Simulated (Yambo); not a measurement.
**Optical response of AlN at -0.7 % isotropic strain**

```
CELL_PARAMETERS angstrom
      0.00000     2.17305     2.17305
      2.17305     0.00000     2.17305
      2.17305     2.17305     0.00000
ATOMIC_POSITIONS crystal
  N  0.25000 0.25000 0.25000
  Al 0.00000 0.00000 0.00000
```

Yambo, RPA with local fields on PBEsol bands; 16×16×16 mesh, 15 bands, 4 Ry local-field block, 0.2 eV broadening; field along x.

```json
[
 {"E (eV)": "0.0", "Im ε": "0.00", "Re ε": "4.43", "Im ε, independent particles": "0.00"},
 {"E (eV)": "0.4", "Im ε": "0.01", "Re ε": "4.43", "Im ε, independent particles": "0.01"},
 {"E (eV)": "0.8", "Im ε": "0.02", "Re ε": "4.45", "Im ε, independent particles": "0.02"},
 {"E (eV)": "1.1", "Im ε": "0.02", "Re ε": "4.49", "Im ε, independent particles": "0.03"},
 {"E (eV)": "1.5", "Im ε": "0.03", "Re ε": "4.55", "Im ε, independent particles": "0.04"},
 {"E (eV)": "1.9", "Im ε": "0.04", "Re ε": "4.62", "Im ε, independent particles": "0.05"},
 {"E (eV)": "2.2", "Im ε": "0.06", "Re ε": "4.72", "Im ε, independent particles": "0.07"},
 {"E (eV)": "2.6", "Im ε": "0.08", "Re ε": "4.84", "Im ε, independent particles": "0.08"},
 {"E (eV)": "3.0", "Im ε": "0.10", "Re ε": "5.00", "Im ε, independent particles": "0.11"},
 {"E (eV)": "3.4", "Im ε": "0.13", "Re ε": "5.21", "Im ε, independent particles": "0.15"},
 {"E (eV)": "3.8", "Im ε": "0.19", "Re ε": "5.50", "Im ε, independent particles": "0.21"},
 {"E (eV)": "4.1", "Im ε": "0.33", "Re ε": "5.91", "Im ε, independent particles": "0.36"},
 {"E (eV)": "4.5", "Im ε": "0.72", "Re ε": "6.39", "Im ε, independent particles": "0.77"},
 {"E (eV)": "4.9", "Im ε": "1.18", "Re ε": "6.79", "Im ε, independent particles": "1.29"},
 {"E (eV)": "5.2", "Im ε": "2.17", "Re ε": "7.01", "Im ε, independent particles": "2.43"},
 {"E (eV)": "5.6", "Im ε": "2.95", "Re ε": "7.02", "Im ε, independent particles": "3.41"},
 {"E (eV)": "6.0", "Im ε": "3.67", "Re ε": "6.91", "Im ε, independent particles": "4.21"},
 {"E (eV)": "6.4", "Im ε": "4.36", "Re ε": "6.37", "Im ε, independent particles": "4.99"},
 {"E (eV)": "6.8", "Im ε": "5.39", "Re ε": "6.51", "Im ε, independent particles": "6.26"},
 {"E (eV)": "7.1", "Im ε": "6.21", "Re ε": "4.74", "Im ε, independent particles": "6.81"},
 {"E (eV)": "7.5", "Im ε": "6.66", "Re ε": "4.18", "Im ε, independent particles": "7.31"},
 {"E (eV)": "7.9", "Im ε": "6.81", "Re ε": "2.43", "Im ε, independent particles": "7.28"},
 {"E (eV)": "8.2", "Im ε": "5.67", "Re ε": "0.52", "Im ε, independent particles": "5.98"},
 {"E (eV)": "8.6", "Im ε": "3.79", "Re ε": "0.49", "Im ε, independent particles": "4.13"},
 {"E (eV)": "9.0", "Im ε": "2.96", "Re ε": "1.62", "Im ε, independent particles": "3.51"},
 {"E (eV)": "9.4", "Im ε": "3.59", "Re ε": "2.52", "Im ε, independent particles": "4.33"},
 {"E (eV)": "9.8", "Im ε": "4.18", "Re ε": "2.09", "Im ε, independent particles": "4.65"},
 {"E (eV)": "10.1", "Im ε": "4.07", "Re ε": "1.44", "Im ε, independent particles": "4.34"},
 {"E (eV)": "10.5", "Im ε": "4.07", "Re ε": "1.64", "Im ε, independent particles": "4.72"},
 {"E (eV)": "10.9", "Im ε": "3.99", "Re ε": "1.71", "Im ε, independent particles": "5.15"},
 {"E (eV)": "11.2", "Im ε": "4.47", "Re ε": "1.30", "Im ε, independent particles": "5.87"},
 {"E (eV)": "11.6", "Im ε": "4.25", "Re ε": "0.92", "Im ε, independent particles": "5.62"},
 {"E (eV)": "12.0", "Im ε": "3.87", "Re ε": "0.87", "Im ε, independent particles": "5.25"},
 {"E (eV)": "12.4", "Im ε": "4.28", "Re ε": "0.61", "Im ε, independent particles": "5.57"},
 {"E (eV)": "12.8", "Im ε": "4.33", "Re ε": "0.45", "Im ε, independent particles": "5.39"},
 {"E (eV)": "13.1", "Im ε": "4.53", "Re ε": "-0.49", "Im ε, independent particles": "4.51"},
 {"E (eV)": "13.5", "Im ε": "3.60", "Re ε": "-0.92", "Im ε, independent particles": "3.41"},
 {"E (eV)": "13.9", "Im ε": "3.45", "Re ε": "-0.83", "Im ε, independent particles": "3.21"},
 {"E (eV)": "14.2", "Im ε": "3.08", "Re ε": "-0.92", "Im ε, independent particles": "2.83"},
 {"E (eV)": "14.6", "Im ε": "2.95", "Re ε": "-1.20", "Im ε, independent particles": "2.46"},
 {"E (eV)": "15.0", "Im ε": "2.76", "Re ε": "-1.28", "Im ε, independent particles": "2.13"},
 {"E (eV)": "15.4", "Im ε": "2.23", "Re ε": "-1.69", "Im ε, independent particles": "1.62"},
 {"E (eV)": "15.8", "Im ε": "1.74", "Re ε": "-1.37", "Im ε, independent particles": "1.36"},
 {"E (eV)": "16.1", "Im ε": "1.48", "Re ε": "-1.17", "Im ε, independent particles": "1.19"},
 {"E (eV)": "16.5", "Im ε": "1.35", "Re ε": "-1.14", "Im ε, independent particles": "1.08"},
 {"E (eV)": "16.9", "Im ε": "1.11", "Re ε": "-0.96", "Im ε, independent particles": "0.90"},
 {"E (eV)": "17.2", "Im ε": "1.06", "Re ε": "-0.82", "Im ε, independent particles": "0.87"},
 {"E (eV)": "17.6", "Im ε": "0.95", "Re ε": "-0.81", "Im ε, independent particles": "0.75"},
 {"E (eV)": "18.0", "Im ε": "0.85", "Re ε": "-0.71", "Im ε, independent particles": "0.63"},
 {"E (eV)": "18.4", "Im ε": "0.72", "Re ε": "-0.61", "Im ε, independent particles": "0.54"},
 {"E (eV)": "18.8", "Im ε": "0.67", "Re ε": "-0.58", "Im ε, independent particles": "0.50"},
 {"E (eV)": "19.1", "Im ε": "0.51", "Re ε": "-0.43", "Im ε, independent particles": "0.40"},
 {"E (eV)": "19.5", "Im ε": "0.49", "Re ε": "-0.31", "Im ε, independent particles": "0.40"},
 {"E (eV)": "19.9", "Im ε": "0.49", "Re ε": "-0.24", "Im ε, independent particles": "0.40"}
]
```

Peak heights and small wiggles depend on the k mesh. Convergence of the RPA response with its 16×16×16 mesh was not tested. No excitonic effects at this level.

Geometry strained from the cell relaxed with PBEsol, atoms relaxed again.

This is not the ordinary phase of the substance; no match was found in the copy of COD used, and its stability was not checked.
